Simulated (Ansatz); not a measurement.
The start is a relaxed NaI cell with every coordinate shifted by Gaussian noise of σ = 0.3 Å. A full variable-cell relaxation at zero pressure is run with r2SCAN (plane waves to 500 eV, PAW, scalar-relativistic; Ansatz, a first-principles code). The first steps use a coarse 6×6×6 k-mesh.

Input geometry:
```
NaI
1.0
    0.00000     3.23029     3.23029
    3.23029     0.00000     3.23029
    3.23029     3.23029     0.00000
Na I
1 1
Direct
  0.10345   0.06010   0.97542
  0.37910   0.54264   0.65077
```

What pressure does the first self-consistent step give?

+5.4 GPa (positive: the cell is compressed).

How much energy is released per atom?

0.33 eV/atom.

Is the parent structure recovered?

It returns to the parent structure, Fm-3m (No. 225).

It ends as:

```cif
data_I4Na4
_chemical_formula_sum 'Na4 I4'
_space_group_name_H-M_alt 'Fm-3m'
_space_group_IT_number 225
_space_group_name_Hall '-F 4 2 3'
_cell_length_a 6.46100
_cell_length_b 6.46100
_cell_length_c 6.46100
_cell_angle_alpha 90.000
_cell_angle_beta 90.000
_cell_angle_gamma 90.000
loop_
_atom_site_label
_atom_site_type_symbol
_atom_site_symmetry_multiplicity
_atom_site_Wyckoff_symbol
_atom_site_fract_x
_atom_site_fract_y
_atom_site_fract_z
_atom_site_occupancy
Na1 Na 4 a 0.00000 0.00000 0.00000 1
I1 I 4 b 0.50000 0.50000 0.50000 1
```
(The calculation used a cell of 2 atoms; values per cell refer to that cell.)

Final values are on a 9×9×9 k-mesh of the relaxed cell. No spin polarisation in the result.
